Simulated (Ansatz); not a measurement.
La₃Ga (Cu3Au type, Pm-3m) at seven volumes, LDA (plane waves, PAW; program Ansatz), scaled uniformly. One row is withheld.

```tsv
V (Å³/atom)	P (GPa)
24.784	5.77
25.601	3.55
26.419	1.64
27.236	0.00
28.053	-1.41
28.870	?
29.687	-3.65
```

Problem. Fit the shown pressures and predict the withheld one.

Solution. P = (3/2)B₀(x^(7/2) − x^(5/2))[1 + (3/4)(B′ − 4)(x − 1)] with x = (V₀/V)^(2/3). Least squares on the six rows gives V₀ = 27.237 Å³/atom, B₀ = 50.5 GPa, B′ = 4.06. At V = 28.870, x = 0.9619 and P = -2.61 GPa. The run itself gave -2.62 GPa.

The workflow started from an entry of the Crystallography Open Database (COD). Its standing as an ambient phase is unchecked. The LDA relaxation kept the symmetry of its start; of distortions, only those at the zone centre were tested. The volume moved by -40 % from the start of the relaxation. The volume fell by over 15 % from the filed cell, which may lack light atoms or belong to other conditions. Scalar-relativistic: spin–orbit coupling is off unless named, which matters more the heavier the elements.

Potentials: the later of the program's two PAW sets.
